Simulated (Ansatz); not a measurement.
Relaxed-ion elastic tensor of TiSi in space group Cmmm (No. 65; Ti on 2b, Si on 2d) in GPa (Voigt order), r²SCAN (plane waves, PAW; program Ansatz); density 4.38 g/cm³, 14.39 Å³ per atom.

```
 222   110   115   0.0   0.0   0.0
 110   150   101   0.0   0.0   0.0
 115   101   272   0.0   0.0   0.0
 0.0   0.0   0.0  13.2   0.0   0.0
 0.0   0.0   0.0   0.0   158   0.0
 0.0   0.0   0.0   0.0   0.0  91.1
```

Q: Is the crystal mechanically stable?

A: Yes: the smallest eigenvalue of C is 13.2 GPa.

Q: Work out the Voigt, Reuss and Hill averages.

A: K_V = 144, K_R = 133, K_H = 139; G_V = 73.8, G_R = 36.6, G_H = 55.2 GPa.

Q: Give Young's modulus, Poisson's ratio, Pugh's ratio and the universal anisotropy index.

A: E = 9KG/(3K + G) = 146 GPa; ν = 0.32; K/G = 2.51 (ductile by the Pugh limit of 1.75); A_U = 5G_V/G_R + K_V/K_R − 6 = 5.16.

Q: Estimate the sound speeds and the Debye temperature.

A: v_l = √((K + 4G/3)/ρ) = 6960 m/s, v_t = √(G/ρ) = 3550 m/s, mean 3980 m/s; Θ = (h/k)(3n/4πV)^(1/3) v_m = 487 K.

Q: Solve the Christoffel equation for the three sound speeds along x, y, z.

A: Eigenvalues of C_ijkl n_j n_l equal ρv². In km/s, slowest first: x 4.56, 6.01, 7.11; y 1.74, 4.56, 5.84; z 1.74, 6.01, 7.88.

Q: How much does each axis shrink under pressure?

A: Linear compressibilities β_i = Σ_j S_ij (j = 1 to 3): x 1.5, y 4.7, z 1.3 per TPa.

The workflow started from a Materials Project entry (that database holds measured and hypothetical structures alike); the Crystallography Open Database copy checked does not list it. COD files the formula under space group No. 25, so this cell is another polymorph or a model. Its standing as an ambient phase is unchecked. The r²SCAN relaxation kept the symmetry of its start; of distortions, only those at the zone centre were tested. No spin polarisation was allowed. As this level gives no gap, shear constants depend on the k-mesh and smearing (Fermi–Dirac, 0.1 eV here). On the denser mesh and wider smearing of the elastic run this cell carries a stress of 0.3 GPa.

Potentials: the earlier of the program's two PAW sets.
